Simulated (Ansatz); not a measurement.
AlRu (CsCl type)

```
AlRu
1.0
    5.96504     0.00000     0.00000
    0.00000     2.98252     0.00000
    0.00000     0.00000     2.98252
Al Ru
2 2
Cartesian
  0.00000   0.00000   0.00000
  2.98252   0.00000   0.00000
  1.49126   1.49126   1.49126
  4.47378   1.49126   1.49126
```

Two-dimensional scan of atom 4 (Ru, nearest neighbour Al at 2.583 Å; its periodic images, 3.0 Å or more away, move with it): u runs along (0.707, 0.707, 0.000), v along (0.000, 0.000, 1.000) (Cartesian). Cell and other atoms are fixed.

Level of theory: r2SCAN (plane waves to 500 eV, PAW, scalar-relativistic; Ansatz, an electronic-structure program). k mesh 7×13×13 (Γ-centred), Fermi-Dirac smearing 0.05 eV. With partly filled bands, energies and forces of such displacements shift with the k mesh and the smearing. Fu and Fv are the components of the force on the atom. AlRu is run without spin polarisation. AlRu was relaxed with its symmetry unable to fall. 

```json
[
 {"Fu (eV/Å)": "v = -0.390", "u = -0.390": "6.83", "u = -0.195": "2.99", "u = 0.000": "0.00", "u = 0.195": "-2.99", "u = 0.390": "-6.83"},
 {"Fu (eV/Å)": "v = -0.195", "u = -0.390": "…", "u = -0.195": "…", "u = 0.000": "0.00", "u = 0.195": "…", "u = 0.390": "…"},
 {"Fu (eV/Å)": "v = 0.000", "u = -0.390": "4.84", "u = -0.195": "2.21", "u = 0.000": "0.00", "u = 0.195": "-2.21", "u = 0.390": "-4.84"},
 {"Fu (eV/Å)": "v = 0.195", "u = -0.390": "…", "u = -0.195": "…", "u = 0.000": "0.00", "u = 0.195": "…", "u = 0.390": "…"},
 {"Fu (eV/Å)": "v = 0.390", "u = -0.390": "6.83", "u = -0.195": "2.99", "u = 0.000": "0.00", "u = 0.195": "-2.99", "u = 0.390": "-6.83"}
]
```

Task: What belongs in the gaps?

Result: 
- v = -0.195, u = -0.390: 5.35
- v = -0.195, u = -0.195: 2.41
- v = -0.195, u = 0.195: -2.41
- v = -0.195, u = 0.390: -5.35
- v = 0.195, u = -0.390: 5.35
- v = 0.195, u = -0.195: 2.41
- v = 0.195, u = 0.195: -2.41
- v = 0.195, u = 0.390: -5.35

(For displaced atoms, the force is minus the slope of the energy, and its curvature is a force constant, which sets phonon frequencies.)
